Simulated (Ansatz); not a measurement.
Al$_{2}$Au, DFT, LDA, PAW with Ansatz's default frozen-core files, scalar-relativistic (Ansatz 0.2.0), run on 1 thread of Arm Neoverse V2 on a shared host.

The geometry is COD entry 9008999, unchecked; take it as a test cell.

Command: `ansatz run input.yaml --threads 1 --pin off --max-ram 4096MiB --backend cpu --events-out ev --progress --plain --runs-dir out`

```yaml
crystal:
  lattice:
    - [0.0, 3.0, 3.0]
    - [3.0, 0.0, 3.0]
    - [3.0, 3.0, 0.0]
  atoms:
    - { symbol: Al, position: [0.25, 0.25, 0.25] }
    - { symbol: Al, position: [0.75, 0.75, 0.75] }
    - { symbol: Au, position: [0.0, 0.0, 0.0] }
kpoints:
  mp_grid: { grid: [11, 11, 11] }
  band_path:
    path:
      - [0.0, 0.0, 0.0]
      - [0.5, 0.0, 0.5]
      - [0.625, 0.25, 0.625]
      - [0.375, 0.375, 0.75]
      - [0.0, 0.0, 0.0]
      - [0.5, 0.5, 0.5]
      - [0.5, 0.25, 0.75]
      - [0.5, 0.0, 0.5]
    npoints: 14
scf:
  occupations: { method: fermi_dirac, width: 0.05 }
hamiltonian:
  xc: lda
  pseudopotentials: { kind: paw }
output:
  forces: true
  stress: true
  eigenvalues: true
  efg: { contact_densities: true }
  populations: true
  bader: true
  dos: { projected: true, de: 0.2, e_range: [-14, 8] }
  write_density: true
  write_potential: true
  elf: true
  volumetric_format: npy
```

**Question.** How large is the problem that the program sets up?

**Answer.** 56 irreducible k-points, 1067 plane waves at Γ, 17 bands.

**Question.** Estimate the wall time and the peak memory.

**Answer.** 25 s of wall time for 6 SCF iterations, with a peak of 0.39 GiB. Times on shared machines scatter by tens of per cent.

**Question.** And the same cell and mesh by all-electron LAPW, asked for forces, stress, eigenvalues, populations, dos and the same band path, on the same hardware?

**Answer.** 53 s, peak memory 0.49 GiB.

**Question.** And the same cell and mesh by all-electron PAW (datasets made for this crystal), asked for forces, stress, eigenvalues, efg and the same band path, on the same hardware?

**Answer.** 21 s, peak memory 0.54 GiB.
